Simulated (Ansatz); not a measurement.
InP (zinc blende)

```
CELL_PARAMETERS angstrom
      0.00000     2.97977     2.97977
      2.97977     0.00000     2.97977
      2.97977     2.97977     0.00000
ATOMIC_POSITIONS crystal
  P  0.75000 0.75000 0.75000
  In 0.00000 0.00000 0.00000
```

All values below come from PBE (plane waves to 420 eV, PAW, scalar-relativistic; Ansatz, an electronic-structure program). Harmonic phonons by density-functional perturbation theory on a 10×10×10 k mesh, in cm⁻¹; i marks imaginary ones, q is in fractions of the reciprocal vectors of the cell shown, and the three acoustic modes at Γ are left out. The non-analytic (LO-TO) term is not included, so polar modes at Γ have their transverse values. InP was relaxed with its symmetry unable to fall.

**Question.** Is the structure dynamically stable at Γ, L = (0.5, 0.0, 0.0), X = (0.5, 0.5, 0.0)?

**Answer.** No imaginary mode at these points (lowest 54 cm⁻¹ at L = (0.5, 0.0, 0.0)); other wave vectors were not tested.

**Question.** Predict the phonon wavenumbers at Γ, L = (0.5, 0.0, 0.0), X = (0.5, 0.5, 0.0).

**Answer.** 
```json
[
 {"q": "Γ", "wavenumbers (cm⁻¹)": "284 (×3)"},
 {"q": "L = (0.5, 0.0, 0.0)", "wavenumbers (cm⁻¹)": "54 (×2), 158, 290 (×2), 312"},
 {"q": "X = (0.5, 0.5, 0.0)", "wavenumbers (cm⁻¹)": "66 (×2), 170, 299 (×2), 306"}
]
```
